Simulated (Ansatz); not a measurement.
Trial inputs on Sn3Te

The reference input for Ansatz (plane-wave DFT with PAW):

```yaml
crystal:
  lattice:
    - [4.865622, 0.0, 0.0]
    - [0.0, 4.865622, 0.0]
    - [0.0, 0.0, 4.865622]
  atoms:
    - { symbol: Sn, position: [0.5, 0.5, 0.0] }
    - { symbol: Sn, position: [0.5, 0.0, 0.5] }
    - { symbol: Sn, position: [0.0, 0.5, 0.5] }
    - { symbol: Te, position: [0.0, 0.0, 0.0] }
basis:
  ecutwfc: 420
kpoints:
  mp_grid: { grid: [4, 4, 4] }
hamiltonian:
  xc: pbe
scf:
  occupations: { method: gaussian, width: 0.1 }
output:
  forces: true
  stress: true
  eigenvalues: true
```

Command:

```bash
ansatz run input.yaml --threads 1 --pin off --max-ram 1331MiB --backend cpu --events-out ev --progress --plain --runs-dir out
```

The run converges in 6 SCF iterations on 10 irreducible k-points: pressure -0.05 GPa, no gap.

These settings were drawn at random to show what each does; none of the numbers is a converged property of the crystal. Each trial's input is given as a difference from the reference's; energies are extrapolated to zero smearing where there is one, and pressure is positive in compression.

**Question.** Trial 1:

```diff
 basis:
-  ecutwfc: 420
+  ecutwfc: 330
 hamiltonian:
-  xc: pbe
+  xc: lda
```

What does the program give?

**Answer.** The run converges in 6 SCF iterations on 10 irreducible k-points: pressure -3.77 GPa, no gap. It warns that the cutoff lies under the recommended one, 420 eV for these potentials.

**Question.** Trial 2:

```diff
 scf:
-  occupations: { method: gaussian, width: 0.1 }
+  occupations: { method: none }
+  convergence: { dr2_threshold: "1e-10 eV" }
+  max_iter: 75
+accuracy: high
```

What happens?

**Answer.** The program refuses the input:

```text
Error: YAML parse error: error: line 18 column 26: unknown occupation method `none` (expected fermi_dirac | gaussian | methfessel_paxton | cold | fixed | tetrahedron | tetrahedron_uncorrected | explicit)
```

Next try, with these keys changed back:

```diff
 scf:
-  occupations: { method: none }
+  occupations: { method: gaussian, width: 0.1 }
```

The run converges in 8 SCF iterations on 10 irreducible k-points: the reference's energy to 0.01 meV per atom, pressure -0.05 GPa, no gap.

**Question.** Trial 3:

```diff
 basis:
-  ecutwfc: 420
+  ecutwfc: 260
+  xc_grid: 4
 kpoints:
-  mp_grid: { grid: [4, 4, 4] }
+  mp_grid: { kspacing: 0.99 }
 scf:
-  occupations: { method: gaussian, width: 0.1 }
+  occupations: { method: methfessel_paxton, width: 0.01 }
+  eigensolver: { kind: davidson }
+  max_iter: 60
+relax:
+  adjacent_minimum: "off"
+  f_tol: 0.009
+  max_steps: 10
+  cell: { fix: [shape] }
+magnetization:
+  spin_polarized: true
+  initial_magnetization: 2.0
```

What does the program give?

**Answer.** It warns that the cutoff lies under the recommended one, 420 eV for these potentials. The run stops unconverged after 74 SCF iterations:

```text
Error: variable-cell relaxation did not converge after 10 `relax_step` rows, as none of its last 3 fresh-basis SCF(s) at a relaxed cell met both thresholds with a finite energy. The last misses `relax.cell.stress_tol`: largest allowed force component 4.94e-25 eV/Å (`relax.f_tol` 9.00e-3 eV/Å) …
```

Next try, with these keys changed back:

```diff
-relax:
-  adjacent_minimum: "off"
-  f_tol: 0.009
-  max_steps: 10
-  cell: { fix: [shape] }
```

The run converges in 14 SCF iterations on 4 irreducible k-points: energy 339 meV per atom above the reference, pressure -1.04 GPa, no gap, cell moment 0.75 μB (the reference has none, and so few k-points can make one). It warns that the cutoff lies under the recommended one, 420 eV for these potentials; that the state wasn't tested for a lower one.

**Question.** Trial 4:

```diff
+relax:
+  adjacent_minimum: "off"
+  f_tol: 0.009
+  max_steps: 10
+  cell: {}
```

What happens?

**Answer.** The relaxation ends after 3 steps and 15 SCF iterations, 0.01 meV per atom in free energy under its start, at 28.76 Å³/atom: energy 0.03 meV per atom below the reference, pressure 0.01 GPa, no gap.

**Question.** Trial 5:

```diff
 hamiltonian:
+  dispersion: d3bj
```

How does this run end?

**Answer.** The run converges in 6 SCF iterations on 10 irreducible k-points: pressure -2.24 GPa, no gap.

**Question.** Trial 6 (volume scaled far):

```diff
 crystal:
   lattice:
-    - [4.865622, 0.0, 0.0]
-    - [0.0, 4.865622, 0.0]
-    - [0.0, 0.0, 4.865622]
+    - [2.3999311451, 0.0, 0.0]
+    - [0.0, 2.3999311451, 0.0]
+    - [0.0, 0.0, 2.3999311451]
 scf:
+  max_iter: 88
```

How does this run end?

**Answer.** The run converges in 9 SCF iterations on 10 irreducible k-points: energy 135 eV per atom above the reference, pressure 10918 GPa, no gap.